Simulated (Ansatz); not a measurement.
# Structures of NbAl2: which is lowest?

Plane-wave DFT in Ansatz with scalar-relativistic PAW potentials, cutoff 420 eV, Γ-centred meshes chosen by cell and gap, Gaussian smearing with energies taken to zero width. Every cell was relaxed (cell and atoms) in a run of its own, within the symmetry of its start. Functional: PBE.

Relaxed structures (starts from databases or built by putting these elements on another compound's sites):
A. P4/mmm, 3 atoms in the computed cell, a = 4.802 Å, c = 2.783 Å; sites (symmetry × multiplicity) Al mmm. × 2, Nb 4/mmm × 1; start: built
B. P6/mmm, 3 atoms in the computed cell, a = 4.485 Å, c = 2.824 Å; sites (symmetry × multiplicity) Al -6m2 × 2, Nb 6/mmm × 1; start: built

Task: Rank them by energy. Could pressure change the order?

Result:
| structure | group | E − E(lowest) (meV/atom) | V (Å³/atom) | gap on mesh (eV) |
| --- | --- | --- | --- | --- |
| B | P6/mmm | 0.0 | 16.40 | 0.00 |
| A | P4/mmm | 255 | 21.39 | 0.00 |

B is lowest, 255 meV/atom under A. The lowest is also the densest of these, so pressure wouldn't bring one of the others in at first order. Other structures may lie lower than all of these, and vibrations aren't counted.